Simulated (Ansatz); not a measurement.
A relaxation computed with Ansatz, from input to last step.

```yaml
crystal:
  lattice:
    - [1.8761684492, 1.0832063592, 8.6969924591]
    - [-1.8761684492, 1.0832063592, 8.6969924591]
    - [0.0, -2.1664127184, 8.6969924591]
  atoms:
    - { symbol: Na, position: [0.4, 0.4, 0.4] }
    - { symbol: Na, position: [0.6, 0.6, 0.6] }
    - { symbol: S, position: [0.0, 0.0, 0.0] }
    - { symbol: S, position: [0.2095, 0.2095, 0.2095] }
    - { symbol: S, position: [0.7905, 0.7905, 0.7905] }
basis:
  ecutwfc: 420
kpoints:
  mp_grid: { grid: [6, 6, 6] }
hamiltonian:
  xc: pbe
scf:
  occupations: { method: gaussian, width: 0.1 }
  lower_state_search: "off"
output:
  forces: true
  stress: true
  eigenvalues: true
relax:
  adjacent_minimum: "off"
  f_tol: 0.04
  max_steps: 70
  cell: { stress_tol: 0.4 }
```

```bash
ansatz run input.yaml --threads 1 --pin off --max-ram 2560MiB --backend cpu --events-out ev --progress --plain --runs-dir out
```

Level of theory: DFT PBE, scalar-relativistic, plane waves, PAW in Ansatz 0.2.0.

Of 9 frames 9 are shown, positions in Å and forces in eV/Å; the SCF threshold varies from step to step. Steps run on the plane waves of an earlier cell, with a Pulay correction in the pressure. The basis is chosen afresh for the last frame, the zero of the energies, and at times for earlier ones too; energy and pressure step there, also at an unchanged geometry.

```xyz
5
Lattice="1.8762 1.0832 8.6970 -1.8762 1.0832 8.6970 0.0000 -2.1664 8.6970" Properties=species:S:1:pos:R:3:forces:R:3 pbc="T T T" step=1 free_energy_over_end_meV_per_atom=534.88 pressure_GPa=1.73
Na    0.0000    0.0000   10.4364    0.0000    0.0000   -0.5871
Na    0.0000    0.0000   15.6546    0.0000    0.0000    0.5871
S     0.0000    0.0000    0.0000    0.0000    0.0000    0.0000
S     0.0000    0.0000    5.4661    0.0000    0.0000   -2.0756
S     0.0000    0.0000   20.6249    0.0000    0.0000    2.0756
5
Lattice="1.8830 1.0872 8.5821 -1.8830 1.0872 8.5821 0.0000 -2.1744 8.5821" Properties=species:S:1:pos:R:3:forces:R:3 pbc="T T T" step=2 free_energy_over_end_meV_per_atom=391.35 pressure_GPa=0.53
Na    0.0000    0.0000   10.3076    0.0000    0.0000   -0.4826
Na    0.0000    0.0000   15.4385    0.0000    0.0000    0.4826
S     0.0000    0.0000    0.0000    0.0000    0.0000    0.0000
S     0.0000    0.0000    5.2016    0.0000    0.0000   -1.4794
S     0.0000    0.0000   20.5446    0.0000    0.0000    1.4794
5
Lattice="1.8700 1.0796 8.6102 -1.8700 1.0796 8.6102 0.0000 -2.1593 8.6102" Properties=species:S:1:pos:R:3:forces:R:3 pbc="T T T" step=3 free_energy_over_end_meV_per_atom=303.53 pressure_GPa=1.27
Na    0.0000    0.0000   10.3051    0.0000    0.0000   -0.3474
Na    0.0000    0.0000   15.5255    0.0000    0.0000    0.3474
S     0.0000    0.0000    0.0000    0.0000    0.0000    0.0000
S     0.0000    0.0000    5.0258    0.0000    0.0000   -0.7987
S     0.0000    0.0000   20.8049    0.0000    0.0000    0.7987
5
Lattice="1.8940 1.0935 8.8523 -1.8940 1.0935 8.8523 0.0000 -2.1870 8.8523" Properties=species:S:1:pos:R:3:forces:R:3 pbc="T T T" step=4 free_energy_over_end_meV_per_atom=180.70 pressure_GPa=1.82
Na    0.0000    0.0000   10.4641    0.0000    0.0000   -0.1221
Na    0.0000    0.0000   16.0928    0.0000    0.0000    0.1221
S     0.0000    0.0000    0.0000    0.0000    0.0000    0.0000
S     0.0000    0.0000    4.9709    0.0000    0.0000   -2.0130
S     0.0000    0.0000   21.5861    0.0000    0.0000    2.0130
5
Lattice="1.9143 1.1052 8.7633 -1.9143 1.1052 8.7633 0.0000 -2.2104 8.7633" Properties=species:S:1:pos:R:3:forces:R:3 pbc="T T T" step=5 free_energy_over_end_meV_per_atom=42.69 pressure_GPa=2.75
Na    0.0000    0.0000   10.3491    0.0000    0.0000   -0.1496
Na    0.0000    0.0000   15.9409    0.0000    0.0000    0.1496
S     0.0000    0.0000    0.0000    0.0000    0.0000    0.0000
S     0.0000    0.0000    4.7217    0.0000    0.0000   -0.4897
S     0.0000    0.0000   21.5683    0.0000    0.0000    0.4897
5
Lattice="2.0060 1.1582 8.7187 -2.0060 1.1582 8.7187 0.0000 -2.3163 8.7187" Properties=species:S:1:pos:R:3:forces:R:3 pbc="T T T" step=6 free_energy_over_end_meV_per_atom=2.82 pressure_GPa=0.30
Na    0.0000    0.0000   10.1773    0.0000    0.0000   -0.0652
Na    0.0000    0.0000   15.9789    0.0000    0.0000    0.0652
S     0.0000    0.0000    0.0000    0.0000    0.0000    0.0000
S     0.0000    0.0000    4.6184    0.0000    0.0000    0.2134
S     0.0000    0.0000   21.5378    0.0000    0.0000   -0.2134
5
Lattice="2.0252 1.1692 8.6298 -2.0252 1.1692 8.6298 0.0000 -2.3385 8.6298" Properties=species:S:1:pos:R:3:forces:R:3 pbc="T T T" step=7 free_energy_over_end_meV_per_atom=0.61 pressure_GPa=-0.24
Na    0.0000    0.0000   10.0449    0.0000    0.0000   -0.0263
Na    0.0000    0.0000   15.8447    0.0000    0.0000    0.0263
S     0.0000    0.0000    0.0000    0.0000    0.0000    0.0000
S     0.0000    0.0000    4.5949    0.0000    0.0000   -0.0864
S     0.0000    0.0000   21.2946    0.0000    0.0000    0.0864
5
Lattice="2.0238 1.1685 8.6022 -2.0238 1.1685 8.6022 0.0000 -2.3369 8.6022" Properties=species:S:1:pos:R:3:forces:R:3 pbc="T T T" step=8 free_energy_over_end_meV_per_atom=0.34 pressure_GPa=-0.05
Na    0.0000    0.0000   10.0103    0.0000    0.0000   -0.0082
Na    0.0000    0.0000   15.7962    0.0000    0.0000    0.0082
S     0.0000    0.0000    0.0000    0.0000    0.0000    0.0000
S     0.0000    0.0000    4.5746    0.0000    0.0000   -0.0264
S     0.0000    0.0000   21.2319    0.0000    0.0000    0.0264
5
Lattice="2.0238 1.1685 8.6022 -2.0238 1.1685 8.6022 0.0000 -2.3369 8.6022" Properties=species:S:1:pos:R:3:forces:R:3 pbc="T T T" step=9 free_energy_over_end_meV_per_atom=0.00 pressure_GPa=-0.02
Na    0.0000    0.0000   10.0103    0.0000    0.0000   -0.0082
Na    0.0000    0.0000   15.7962    0.0000    0.0000    0.0082
S     0.0000    0.0000    0.0000    0.0000    0.0000    0.0000
S     0.0000    0.0000    4.5746    0.0000    0.0000   -0.0263
S     0.0000    0.0000   21.2319    0.0000    0.0000    0.0263
```

The start puts this composition into another compound's structure type, which needn't suit it. At the end the space group is R-3m (tolerance 0.05 Å).

The run took 37 s on 1 thread of Arm Neoverse V2, with other jobs on the host, peak memory 0.38 GiB.

The k mesh is coarse.